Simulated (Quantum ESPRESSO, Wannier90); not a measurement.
# ZnCdS2 (P3m1), plane waves to Wannier functions

```
ZnCdS2
1.0
    4.01080     0.00000     0.00000
   -2.00540     3.47345     0.00000
    0.00000     0.00000     6.63060
Zn Cd S
1 1 2
Direct
  0.00000   0.00000   0.99976
  0.33333   0.66667   0.50562
  0.33333   0.66667   0.89201
  0.00000   0.00000   0.35460
```

Structure: Materials Project mp-1215475, symmetrised, not relaxed again. Not found in the COD (Crystallography Open Database) copy used; not checked further. Method: PBEsol plane waves in Quantum ESPRESSO 7.5 (PseudoDojo norm-conserving files, 82 Ry, no spin polarisation, no spin-orbit coupling), Bloch states on a 6×6×4 mesh through Γ, Wannier90 4.0.1. Density: 12×12×6 mesh, cold smearing 0.01 Ry.

Base run: 16 functions from bands 9-10,21-48 of the 48 computed, start hydrogen-like Zn: s;p; Cd: s;p; S: s;p, centres 0.05 Å off the atoms, frozen window up to 2.68 eV relative to the valence-band maximum, outer window open. Bands 11–15 (Cd 4d 93 %), 16–20 (Zn 3d 93 %) lie between the kept ones and are excluded. One setting was then changed (edges relative to the valence-band maximum; misfit to pw.x on a path, for states up to 2.2 eV relative to the valence-band maximum).

| run | Ω_I (Å²) | rms misfit (meV) | worst (meV) |
|---|---|---|---|
| base | 24.47 | 2.3 | 14 |
| changed | 30.13 | 2.7 | 12 |

Question: Which change was made?
(A) frozen window to 2.18 eV
(B) only the lowest 23 of the kept bands
(C) frozen window to 0.68 eV
(D) no frozen window
(E) frozen window to -0.32 eV

Answer: B, only the lowest 23 of the kept bands. The others give:

```
run                        Ω_I (Å²)  rms misfit (meV)  worst (meV)
-------------------------  --------  ----------------  -----------
frozen window to -0.32 eV     24.44                10           96
frozen window to 2.18 eV      24.46               2.8           31
frozen window to 0.68 eV      24.45               7.3           86
no frozen window              23.77               131          360
```
